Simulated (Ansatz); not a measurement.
PtW in space group Cmcm (No. 63; W on 4c, Pt on 4c), PBEsol (plane waves, PAW; program Ansatz), all energies at zero smearing, with the estimated change up to a 700 eV cutoff added, with one set of potentials and settings (totals compare only within such a set). Cell of 4 atoms (2 W, 2 Pt): -45286.714 eV.

| element | reference phase | E (eV/atom) |
|---|---|---|
| W | Im-3m, 1 atoms in the cell | -10257.5790 |
| Pt | Fm-3m, 1 atoms in the cell | -12385.3838 |

Formation energy per atom, worked out: (-45286.714 − 2×(-10257.5790) − 2×(-12385.3838))/4 = -0.197 eV/atom (-19 kJ per mol of atoms), at 0 K, without zero-point energy or fitted corrections.

The start of the workflow was typed in or built on a structure type; neither database checked (COD, Materials Project) lists it. Whether it is the stable phase at ambient conditions was not checked. The cell was relaxed with PBEsol under the symmetry of its start; whether a distortion lowers the energy is not shown. The run is not spin-polarised. The references are the lowest solids computed at this level, not always the standard phases. Scalar-relativistic: spin–orbit coupling is off unless named, which matters more the heavier the elements.

Potentials: the earlier of the program's two PAW sets. The files were generated under PBE; for other functionals the program regenerates the frozen cores, and for LDA and PBEsol the local potential too.
